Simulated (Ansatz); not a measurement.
## Is this Al₅BP₆ structure a true minimum?

The cell was found from a structure generator's guess, not taken from experiment.

Level of theory: Ansatz, DFT PBE, scalar-relativistic, plane waves, PAW. Cutoff 420 eV; k points 6×6×6 on the computed 12-atom cell (Γ-centred); Gaussian smearing, width 0.02 eV; no spin polarisation.

The cell below (12 atoms, space group P31m (No. 157)) is relaxed within its symmetry.

```
Al B P
1.0
     6.53585    0.00000    0.00000
    -3.26793    5.66022    0.00000
     0.00000    0.00000    6.20227
Al B P
5 1 6
Direct
  0.68090 0.00000 0.00033
  0.31910 0.31910 0.00033
  0.00000 0.68090 0.00033
  0.66667 0.33333 0.50048
  0.33333 0.66667 0.50048
  0.00000 0.00000 0.49825
  0.70836 0.00000 0.38588
  0.29164 0.29164 0.38588
  0.00000 0.70836 0.38588
  0.00000 0.00000 0.82514
  0.66667 0.33333 0.88350
  0.33333 0.66667 0.88350
```

For the test it was strained at random (σ = 1.5 % a component), the atoms were moved at random (σ = 0.10 Å), and all was relaxed again on a coarse 2×3×3 mesh (in the run’s order of axes) with 0.10 eV smearing, with no symmetry imposed.

Q: What happens?

A: It returns, within 1 meV/atom of the unmoved cell on that mesh and with the same symmetry when read at 0.1 Å. No instability shows in this cell; modes of other wave vectors, which need another repeat, aren't tested.
